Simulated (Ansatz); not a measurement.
**LiPb: clamped-ion strain scan**

These are results of DFT r2SCAN, scalar-relativistic, plane waves, PAW (Ansatz 0.2.0), not measurements. Settings: plane waves to 500 eV, k-mesh 15×15×15 (Γ-centred), Gaussian smearing 0.15 eV. Spin–orbit coupling is left out, which can shift energies with elements as heavy as these. No spin polarisation. Energies are free energies at this smearing, counted from the undisturbed cell; pressure is positive in compression.

Reference structure (as given, not relaxed at this level; it stands at 0.0 GPa, and it needn't be the usual structure):

```yaml
crystal:
  lattice:
    - [2.49350, 1.43962, 2.06267]
    - [-2.49350, 1.43962, 2.06267]
    - [0.00000, -2.87925, 2.06267]
  atoms:
    - { symbol: Li, position: [0.50000, 0.50000, 0.50000] }
    - { symbol: Pb, position: [0.00000, 0.00000, 0.00000] }
```

The cell is strained by ε times the Voigt pattern (0, 0, 1, 0, 0, 0) (xx, yy, zz, yz, xz, xy; engineering shear) with fractional coordinates fixed. The cell is metallic on the mesh throughout.

| ε | ΔE (meV/atom) |
| --- | --- |
| -0.0200 | 0.7 |
| -0.0100 | -0.1 |
| 0.0000 | 0.0 |
| 0.0050 | 0.3 |
| 0.0150 | 1.5 |
| 0.0200 | 2.3 |

**Question.** Predict the pressure (GPa) at each point.

**Answer.**
```csv
ε,pressure (GPa)
-0.0200,0.7
-0.0100,0.3
0.0000,0.0
0.0050,-0.2
0.0150,-0.5
0.0200,-0.7
```